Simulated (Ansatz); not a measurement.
Si in space group I-43m (No. 217; Si on 2a, Si on 8c, Si on 12d, Si on 24g), plane-wave PAW r²SCAN (Ansatz code). The conduction-band minimum lies on the Γ–H line, 73 % of the way from Γ, with 6 equivalent valleys. Second derivatives d²E/dk² of the lowest band at one valley (eV·Å²), along Cartesian directions:

| direction | d²E/dk² |
|---|---|
| [100] | 10.42 |
| [010] | 10.42 |
| [001] | 15.16 |
| [110] | 10.37 |
| [101] | 12.74 |
| [011] | 12.74 |

### Question
Find the principal effective masses, the density-of-states mass and the conductivity mass.

### Answer
Off-diagonal terms follow from H_xy = H[110] − (H_xx + H_yy)/2, and m*/mₑ = 7.620 eV·Å² over each eigenvalue: 0.50, 0.73, 0.73. One valley's DOS mass (m₁m₂m₃)^(1/3) = 0.65, conductivity mass 3/(Σ 1/mᵢ) = 0.63 mₑ.

### Question
What effective density of states Nc follows at 300 K for parabolic valleys?

### Answer
Nc = 2.509e19 × 6 × (0.65)^(3/2) ≈ 7.9e19 cm⁻³.

The start of the workflow was typed in or built on a structure type; the Crystallography Open Database copy checked does not list it. It is not the phase usual at ambient conditions (space group No. 227). The r²SCAN relaxation kept the symmetry of its start; whether a distortion lowers the energy is not shown.

Potentials: the later of the program's two PAW sets.

Edges and masses are those of Kohn–Sham bands, whose gap is no quasiparticle gap.
